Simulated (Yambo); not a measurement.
Material: SiO₂ (α-quartz, space group P3_121, No. 152); a = b = 4.915 Å, c = 5.431 Å, α = β = 90.00°, γ = 120.00° (9 atoms in the cell). The geometry is that of Materials Project entry mp-7000, symmetrised and not relaxed again.

With norm-conserving PBEsol (Quantum ESPRESSO, 84 Ry, no spin-orbit coupling), the gap between the mesh's edge points (K → Γ) is 5.867 eV.

Task: Estimate the G0W0 gap between the same points from Yambo (3×3×4 Γ-centred k mesh, 213 bands and a 8 Ry block in the screening, 213 bands in G with the Bruneval-Gonze terminator, plasmon pole fitted at 27.2 eV).

Result: The correction is 2.899 eV, giving 8.766 eV, 1.5 times the PBEsol value.  Nearest settings tried, and what they do to the gap: 80 bands in G: +11 meV; 80 bands in W, 80 bands in G: +94 meV; 7 Ry block (243 vectors against 327): -73 meV; 3×3×2 mesh: -8 meV. So the settings aren't converged at that level.
